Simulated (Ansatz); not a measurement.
TiH$_{2}$ (I4/mmm), a vibration from a frozen displacement

Theory: DFT PBEsol, scalar-relativistic, plane waves, PAW (Ansatz 0.2.0). Cutoff 420 eV, Γ-centred 20×20×20 k-points, Gaussian smearing of 0.15 eV. No spin polarisation. Energies are free energies at this smearing, counted from the undisturbed cell; pressure is positive in compression.

Reference structure (as given, not relaxed at this level; it stands at -5.5 GPa, and it needn't be the usual structure):

```
Ti H
1.0
    -1.59650    1.59650    2.13350
     1.59650   -1.59650    2.13350
     1.59650    1.59650   -2.13350
Ti H
1 2
Direct
  0.00000 0.00000 0.00000
  0.75000 0.25000 0.50000
  0.25000 0.75000 0.50000
```

Every Ti atom is moved by x along the Cartesian unit vector (0.000, 0.000, 1.000); the cell and all other atoms stay fixed. The cell's volume is 21.75 Å³; the moved atoms weigh 47.867 u together and the others 2.016 u. Some rows repeat others by symmetry and weren't run.

| x (Å) | ΔE (meV/cell) | total force on the moved atoms along the move (eV/Å) | pressure (GPa) |
| --- | --- | --- | --- |
| -0.5000 | 1043.71 | 3.7628 | 7.6489 |
| -0.4375 | 817.33 | 3.4667 | 4.9359 |
| -0.3750 | 611.99 | 3.0932 | 2.4202 |
| -0.3125 | 431.88 | 2.6622 | 0.1664 |
| -0.2500 | 280.11 | 2.1878 | -1.7732 |
| -0.1875 | 159.18 | 1.6764 | -3.3515 |
| -0.1250 | 71.21 | 1.1340 | -4.5222 |
| 0.0000 | 0.00 | 0.0000 | -5.4897 |
| 0.1250 | 71.21 | -1.1340 | -4.5222 |
| 0.1875 | 159.18 | -1.6764 | -3.3515 |
| 0.2500 | 280.11 | -2.1878 | -1.7732 |
| 0.3125 | 431.88 | -2.6622 | 0.1664 |
| 0.3750 | 611.99 | -3.0932 | 2.4202 |
| 0.4375 | 817.33 | -3.4667 | 4.9359 |
| 0.5000 | 1043.71 | -3.7628 | 7.6489 |

Task: What frequency belongs to this motion?

Result: The force constant is k = −dF/dx = 9.072 eV/Å², from the parabola through x = -0.1250, 0 and 0.1250. In every cell the moved atoms swing against the rest, so the mass is μ = m₁m₂/(m₁ + m₂) = 1.935 u, and ν̃ = 521.5 cm⁻¹ × √(|k|/μ) = 1129 cm⁻¹, at this cell's pressure of -5.5 GPa. To first order in x, and within 1 %, the force on every atom lies along the move and, within each of the two groups, in proportion to the atom's mass, so this is itself a mode at the zone centre of this cell.

Task: How far does the harmonic law reach?

Result: At x = -0.500 Å, kx²/2 = 1134.00 meV against the computed 1043.71 meV (-8.0 %): the well is still close to harmonic there.

Task: The pressure changes with x². What does that say about the frequency under compression?

Result: With E = k(V)x²/2, k ∝ V^(−2γ) and x scaling with the cell as V^(1/3), P − P0 = −∂E/∂V = (2γ − 2/3) ΔE/V. At x = 0.1875 Å, V(P − P0) = 21.75 × 2.13823 / 160.2 eV = 290.29 meV and ΔE = 159.18 meV, so γ = 1/3 + V(P − P0)/(2ΔE) = 1.25. This is the Grüneisen parameter of the motion under uniform scaling of the cell: shrinking the cell evenly by 1 % in volume raises the frequency by about 1.25 %.

In a metal these slopes depend on the k mesh and the smearing.